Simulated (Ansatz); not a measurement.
Values for one crystal, relaxed and computed with DFT-r²SCAN in the program Ansatz with PAW potentials; other levels are named.

```yaml
volume_per_atom: 17.74 Å³
electronic_character: metallic (no gap)
Young's modulus: 47.6 GPa
Pressure derivative B′: 4.6
Bulk modulus (Birch–Murnaghan fit): 213 GPa
Density of states at the Fermi level: 1.7 states/eV per atom (mean over ±0.08 eV)
Elastic constants (relaxed ions, GPa): C11 = 256, C12 = 191, C44 = 9.8
```

Which of these materials gives this?
A. MoPt, rock salt
B. MoPt2, Immm (Mo on 2a, Pt on 4i)
C. TbBi, rock salt
D. Al3Pt2, La2O3 or Ni2Al3 type

A, MoPt, rock salt

Space group Fm-3m (rock salt). The start of the workflow was typed in or built on a structure type; neither database checked (COD, Materials Project) lists it. Its standing as an ambient phase is unchecked. The cell was relaxed with r²SCAN under the symmetry of its start; its stability against distortions is not shown here. No spin polarisation was allowed. The volume moved by 16 % from the start of the relaxation. Its formation energy is positive at this level, so the cell may be metastable or incomplete. As this level gives no gap, shear constants depend on the k-mesh and smearing (Fermi–Dirac, 0.1 eV here). Scalar-relativistic: spin–orbit coupling is off unless named, which matters more the heavier the elements.

Potentials: the later of the program's two PAW sets.
